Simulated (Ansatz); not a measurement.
Below is a relaxed structure of Hf₃SnS₈. The cell was found from a structure generator's guess, not taken from experiment.

These are results of DFT PBE, scalar-relativistic, plane waves, PAW in Ansatz 0.2.0, not measurements. Cutoff 420 eV, Γ-centred mesh, Gaussian smearing, no spin polarisation.

```
Hf Sn S
1.0
     3.66397    0.00000    0.00000
    -1.83198    3.17309    0.00000
     0.00000    0.00000   27.75415
Hf Sn S
3 1 8
Direct
  0.33333 0.66667 0.31175
  0.33333 0.66667 0.81388
  0.66667 0.33333 0.06280
  0.66667 0.33333 0.56158
  0.66667 0.33333 0.36367
  0.66667 0.33333 0.86579
  0.33333 0.66667 0.11472
  0.33333 0.66667 0.61530
  0.00000 0.00000 0.01088
  0.00000 0.00000 0.50785
  0.00000 0.00000 0.25983
  0.00000 0.00000 0.76196
```

Energies over the elements count from the elements' standard structures at the same level, with no fitted energy shifts. The references include grey tin.

Q: What space group does it have?

A: P3m1 (No. 156). Conventional cell: a = 3.664 Å, c = 27.754 Å. Hf on its first site has 6 S at 2.56 Å; Hf on its second site is surrounded by 6 S at 2.56 Å; Sn has 6 S at 2.59 Å; S on its first site is surrounded by 3 Hf at 2.56 Å; 8 more sites not described.

Q: What is its formation energy per atom?

A: −1.278 eV/atom. It lies below the elements, which doesn't yet make it stable against other compounds or structures.

Q: Is it a metal?

A: No, the gap on the 12×12×1 mesh is 1.21 eV.

The last run used a 12×12×1 mesh (in the run's order of axes) for its 12-atom cell and Gaussian smearing of 0.02 eV. Weakly bound directions are ill-defined at this level, which has no dispersion term. These runs have no spin–orbit coupling, which can matter for Hf. Kohn–Sham gaps at this level usually fall short of measured ones. The reference form of S is held partly by dispersion forces, which this level lacks. Symmetry constrained the relaxation, so the result can be a saddle point.
